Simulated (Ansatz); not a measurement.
Ga$_{2}$Cu:
```
Ga2Cu
1.0
    2.79452     0.00000     0.00000
    0.00000     2.79452     0.00000
    0.00000     0.00000     5.76866
Ga Cu
2 1
Direct
  0.50000   0.50000   0.28403
  0.50000   0.50000   0.71597
  0.00000   0.00000   0.00000
```

Relaxed with PBEsol. Special points in fractions of this cell's reciprocal vectors: Γ (0.000, 0.000, 0.000); X (0.000, 0.500, 0.000); M (0.500, 0.500, 0.000); Z (0.000, 0.000, 0.500); R (0.000, 0.500, 0.500); A (0.500, 0.500, 0.500).

**Question.** List the band energies nearest the Fermi level at these points for the program Ansatz at the PBEsol with spin–orbit coupling level (PAW).

**Answer.** In eV from the Fermi level; about four levels below and three above (degenerate sets whole), none deeper than 8.9 eV; points with the same levels are listed once.

| k | below | above |
|---|---|---|
| Γ | -3.33 -3.33 -3.11 -3.11 | 6.09 6.09 6.64 6.64 |
| X | -2.39 -2.39 -0.75 -0.75 | 2.00 2.00 10.48 10.48 |
| M | -2.21 -2.21 -1.63 -1.63 | 1.57 1.57 2.36 2.36 |
| Z | -3.11 -3.11 -1.51 -1.51 | 0.87 0.87 7.64 7.64 |
| R | -3.33 -3.33 -2.11 -2.11 | 3.63 3.63 3.89 3.89 |
| A | -1.28 -1.28 -1.24 -1.24 | 0.28 0.28 0.36 0.36 |

Space group P4/mmm. The first step of the workflow began from a Materials Project structure, measured or hypothetical; the Crystallography Open Database files this formula in space group No. 123, but the cells were not matched. Its standing as an ambient phase is unchecked. The cell was relaxed with PBEsol under the symmetry of its start; of distortions, only those at the zone centre were tested. No spin polarisation was allowed.

Potentials: the later of the program's two PAW sets.
